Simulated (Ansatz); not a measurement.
Y(AlSi)$_{2}$ (space group P-3m1)

```yaml
crystal:
  lattice:
    - [4.17029, 0.00000, 0.00000]
    - [-2.08514, 3.61157, 0.00000]
    - [0.00000, 0.00000, 6.51056]
  atoms:
    - { symbol: Y, position: [0.00000, 0.00000, 0.00000] }
    - { symbol: Al, position: [0.66667, 0.33333, 0.35513] }
    - { symbol: Al, position: [0.33333, 0.66667, 0.64487] }
    - { symbol: Si, position: [0.66667, 0.33333, 0.74276] }
    - { symbol: Si, position: [0.33333, 0.66667, 0.25724] }
```

The slice is a (1 -1 0 0) plane (indices of the conventional cell) through the point (0.333, 0.667, 0.645) (fractional), spanned by u = [110] and v = [001] in vectors of this cell: u (4.17 Å) and v (6.51 Å, at 90° to u). It covers one period; positions are fractions (u, v).

All values below come from PBEsol (plane waves to 420 eV, PAW, scalar-relativistic; Ansatz, a program for electronic structure). k mesh 13×13×7. Near the nuclei the fields are pseudised (PAW); where an atom keeps semicore shells as valence, they peak there. Y(AlSi)2 is run without spin polarisation. Y(AlSi)2 was relaxed with its symmetry unable to fall.

Three fields on this plane, each scaled to ten steps between its own extremes (0 low, 9 high; the total valence density on a logarithmic scale, the potential cut 8 eV below its top; x marks points blanked near nuclei; v = 0 in the bottom row):

Map A
```
|xxx45444454xx|
|xxx43222234xx|
|x974222222479|
|9985322223589|
|xx8754224578x|
|xxx87644678xx|
|xxxx875578xxx|
|xxxx865568xxx|
|xxx97533579xx|
|xxx85200258xx|
|9985200002589|
|7752000000257|
|4320000000023|
|1110000000011|
|2222111111222|
|3344544445443|
|x467777777764|
|xxx88877888xx|
|xxx88766788xx|
|xxxx765567xxx|
```

Map B
```
|xxx05888850xx|
|xxx27899872xx|
|x036888888630|
|2357776677753|
|xx1675445761x|
|xxx25544552xx|
|xxxx565565xxx|
|xxxx566665xxx|
|xxx06766760xx|
|xxx46655664xx|
|1256643346652|
|7887520025788|
|9987410014789|
|9997520025799|
|9988643346889|
|5677754457776|
|x036754457630|
|xxx26544562xx|
|xxx05655650xx|
|xxxx477774xxx|
```

Map C
```
|xxx54333345xx|
|xxx43211234xx|
|x864211112468|
|9975321123579|
|xx9753223579x|
|xxx86433468xx|
|xxxx754457xxx|
|xxxx754457xxx|
|xxx96433469xx|
|xxx75322357xx|
|8865333333568|
|4432235532234|
|1111246642111|
|0000246642000|
|0011345543110|
|2233456654332|
|x455667766554|
|xxx77777777xx|
|xxx76666667xx|
|xxxx654456xxx|
```

**Question.** Assign the maps to these fields: electron localisation function (ELF); valence electron density; electrostatic potential energy of an electron, from the cell's mean.

**Answer.** A is the electron localisation function (ELF); B is the electrostatic potential energy of an electron, from the cell's mean; C is the valence electron density.
